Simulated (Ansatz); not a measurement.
# Be2Zn3Se5 (I-4m2) at 2 levels of theory

One geometry, relaxed with PBE; plane waves with PAW potentials in Ansatz, scalar-relativistic. No spin polarisation. Gaps are the least over mesh and band path; pressure is positive in compression.

```xyz
10
Lattice="-1.9388 1.9388 13.9251 1.9388 -1.9388 13.9251 1.9388 1.9388 -13.9251" Properties=species:S:1:pos:R:3 pbc="T T T"
Be    0.0000    0.0000   16.6552
Be    0.0000    0.0000   11.1949
Zn    0.0000    0.0000    0.0000
Zn    0.0000    0.0000    5.4619
Zn    0.0000    0.0000   22.3882
Se    0.0000    1.9388    1.5133
Se    1.9388    0.0000    3.9473
Se    0.0000    1.9388    6.9625
Se    1.9388    0.0000    9.9778
Se    0.0000    1.9388   12.4118
```

```json
{"level": "PBE", "cutoff (eV)": "420", "k mesh": "10×10×10", "gap (eV)": "1.98", "pressure (GPa)": "0.0"}
```

Question: What comes out on the same cell with r2SCAN?

Answer:
```json
{"level": "r2SCAN", "cutoff (eV)": "500", "k mesh": "10×10×10", "gap (eV)": "2.57", "pressure (GPa)": "-1.7"}
```

The structure comes from a generated guess; another structure or a mixture of phases may lie lower.
